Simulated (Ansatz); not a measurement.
Total density of states per atom from LDA (plane waves, PAW; program Ansatz), in 0.25 eV bins, energy from the Fermi level:

```
E (eV) | states/eV/atom
    -7.85 |  0.00
    -7.60 |  0.00
    -7.35 |  0.00
    -7.10 |  0.00
    -6.85 |  0.00
    -6.60 |  0.00
    -6.35 |  0.00
    -6.10 |  0.00
    -5.85 |  0.00
    -5.60 |  0.00
    -5.35 |  0.00
    -5.10 |  0.00
    -4.85 |  0.00
    -4.60 |  0.00
    -4.35 |  0.00
    -4.10 |  0.00
    -3.85 |  0.00
    -3.60 |  0.00
    -3.35 |  0.00
    -3.10 |  0.00
    -2.85 |  0.00
    -2.60 |  0.00
    -2.35 |  0.00
    -2.10 |  0.00
    -1.85 |  0.05
    -1.60 | ## 0.20
    -1.35 | ### 0.30
    -1.10 | ### 0.40
    -0.85 | #### 0.51
    -0.60 | ##### 0.65
    -0.35 | ####### 0.84
    -0.10 | ########## 1.21
     0.15 | ############ 1.47
     0.40 | ########### 1.36
     0.65 | ######### 1.01
     0.90 | ###################### 2.67
     1.15 | ######################### 2.97
     1.40 | ########################## 3.05
     1.65 | ########################### 3.20
     1.90 | ############## 1.62
     2.15 | ########## 1.23
     2.40 | ############# 1.53
     2.65 | ############################# 3.41
     2.90 | ######################## 2.83
     3.15 | ############## 1.70
     3.40 | ############# 1.50
     3.65 | ################ 1.94
     3.90 | ########################### 3.26
     4.15 | ################# 2.06
     4.40 | ################# 1.97
     4.65 | ############################## 3.57
```

**Question.** Which compound is it?
A. Ca, fcc (Cu type)
B. Cs2NaScF6, Fm-3m (Cs on 8c, Na on 4b, Sc on 4a, F on 24e)
C. Cs, fcc (Cu type)
D. Cs2NaScCl6, Fm-3m (Cs on 8c, Na on 4b, Sc on 4a, Cl on 24e)

**Answer.** C, Cs, fcc (Cu type). Within 0.5 eV of the Fermi level: Cs 6s 84 %, outside the projected shells 15 %. Projections are on Löwdin-orthogonalised atomic valence shells; empty p or d shells of many metals are not among them.

The first step of the workflow began from a Materials Project structure, measured or hypothetical; the Crystallography Open Database files this formula in space group No. 225, but the cells were not matched. It is not the phase usual at ambient conditions (space group No. 229). Symmetry was held in the LDA relaxation; its stability against distortions is not shown here. Scalar-relativistic: spin–orbit coupling is off unless named, which matters more the heavier the elements.

Potentials: the later of the program's two PAW sets.
